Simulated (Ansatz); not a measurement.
Relaxed-ion elastic tensor of CuCl (CsCl type, space group No. 221) in GPa (Voigt order), plane-wave PAW PBEsol (Ansatz code); density 5.43 g/cm³, 15.13 Å³ per atom.

```
  144   41.9   41.9    0.0    0.0    0.0
 41.9    144   41.9    0.0    0.0    0.0
 41.9   41.9    144    0.0    0.0    0.0
  0.0    0.0    0.0  -36.0    0.0    0.0
  0.0    0.0    0.0    0.0  -36.0    0.0
  0.0    0.0    0.0    0.0    0.0  -36.0
```

### Question
Is the crystal mechanically stable?

### Answer
No: the smallest eigenvalue of C is -36.0 GPa.

Space group Pm-3m (CsCl type). The start of the workflow was typed in or built on a structure type; neither database checked (COD, Materials Project) lists it. It is not the phase usual at ambient conditions (space group No. 216). Symmetry was held in the PBEsol relaxation. At this level the phase is dynamically unstable (imaginary phonons). The workflow began spin-polarised and lost its moments. As this level gives no gap, shear constants depend on the k-mesh and smearing (Fermi–Dirac, 0.1 eV here).

Potentials: the later of the program's two PAW sets.
